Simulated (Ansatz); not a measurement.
YSiO in space group P4/nmm (No. 129; Y on 2c, Si on 2a, O on 2c), DFT-PBEsol in the program Ansatz with PAW potentials, all energies at zero smearing, with the estimated change up to a 700 eV cutoff added, with one set of potentials and settings (totals compare only within such a set). Cell of 6 atoms (2 Y, 2 Si, 2 O): -9962.439 eV.

| element | reference phase | E (eV/atom) |
|---|---|---|
| Y | P6_3/mmc, 2 atoms in the cell | -3795.0947 |
| Si | Fd-3m, 2 atoms in the cell | -621.4938 |
| O | C2/m, 4 atoms in the cell, spin-polarised | -558.3609 |

Formation energy per atom, worked out: (-9962.439 − 2×(-3795.0947) − 2×(-621.4938) − 2×(-558.3609))/6 = -2.090 eV/atom (-202 kJ per mol of atoms), at 0 K, without zero-point energy or fitted corrections.

The start of the workflow was typed in or built on a structure type; neither database checked (COD, Materials Project) lists it. Its standing as an ambient phase is unchecked. The PBEsol relaxation kept the symmetry of its start; its stability against distortions is not shown here. No spin polarisation was allowed. The references are the lowest solids computed at this level, not always the standard phases (solids in place of the gases).

Potentials: the earlier of the program's two PAW sets. The files were generated under PBE; for other functionals the program regenerates the frozen cores, and for LDA and PBEsol the local potential too.
